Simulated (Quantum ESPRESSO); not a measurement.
Si3BC3N, convergence and cost over cutoff and k mesh

A calculation, not a measurement. The program is pw.x of Quantum ESPRESSO 7.5 (plane-wave density functional theory). The cell is made up: 8 atoms on a wurtzite lattice, with randomly drawn elements, strain and displacements, not relaxed. PseudoDojo standard norm-conserving files (v0.5 for PBE, v0.4.1 for LDA and PBEsol) set the functional; there is no spin polarisation, spin-orbit coupling or dispersion term, and the masses in the input are unused placeholders.

Input of the run in row 4:

```
&control calculation='scf', pseudo_dir='./dojo.nc.sr.pbe.v0_5.standard.upf', outdir='./o', disk_io='medium', tprnfor=.true., tstress=.true. /
&system ibrav=0, nat=8, ntyp=4, nbnd=22, ecutwfc=84.00895049, nosym=.true., tot_charge=0,
 occupations='smearing', smearing='fd', degauss=0.0018374661
/
&electrons conv_thr=7.350e-09, electron_maxstep=60, /
ATOMIC_SPECIES
B 1.0 B.upf
C 1.0 C.upf
N 1.0 N.upf
Si 1.0 Si.upf
CELL_PARAMETERS angstrom
3.1021 0.0 0.0
0.0 5.373 0.0
0.0 0.0 5.0657
ATOMIC_POSITIONS angstrom
Si -0.1205 0.0305 0.1293
Si 1.7256 2.584 -0.0069
B 1.5952 0.8089 2.5291
Si 0.1326 3.4955 2.4001
C -0.0788 0.082 2.0538
C 1.5587 2.7433 1.818
N 1.616 0.7423 4.4092
C 0.0296 3.533 4.2732
K_POINTS automatic
6 4 4 1 1 1
```

The same cell was run at these settings. Meshes are shifted by half a step, and differences are from the last row, which is itself not exact.

| cutoff (eV) | k mesh | k points solved | threshold (eV) | free energy less the last row's (eV) | pressure (GPa) | largest stress difference (GPa) | largest force difference (eV/Å) | iterations | wall time (s) | k-point pools | processor |
| --- | --- | --- | --- | --- | --- | --- | --- | --- | --- | --- | --- |
| 800 | 2 x 2 x 2 | 4 | 1e-04 | -0.746 | -19.38 | 8.04 | 0.422 | 8 | 17 | 1 | AMD EPYC, Zen 5 class |
| 1143 | 1 x 1 x 1 | 1 | 1e-07 | -1.978 | -17.60 | 9.71 | 2.867 | 13 | 24 | 1 | AMD EPYC, Zen 5 class |
| 826 | 6 x 4 x 4 | 48 | 1e-07 | 0.175 | -18.22 | 2.26 | 0.016 | 12 | 169 | 1 | AMD EPYC, Zen 5 class |
| 1143 | 6 x 4 x 4 | 48 | 1e-07 | -0.004 | -16.05 | 0.08 | 0.005 | 12 | 264 | 1 | AMD EPYC, Zen 5 class |
| 1437 | 8 x 6 x 6 | 144 | 1e-07 | 0.000 | -16.03 | 0.00 | 0.000 | 12 | 1139 | 1 | AMD EPYC, Zen 5 class |

Each pool is one process. Wall times include start-up and a band step at six k points, which weighs most on the coarsest meshes. The runs were on shared virtual cores whose load varied, so times are rough.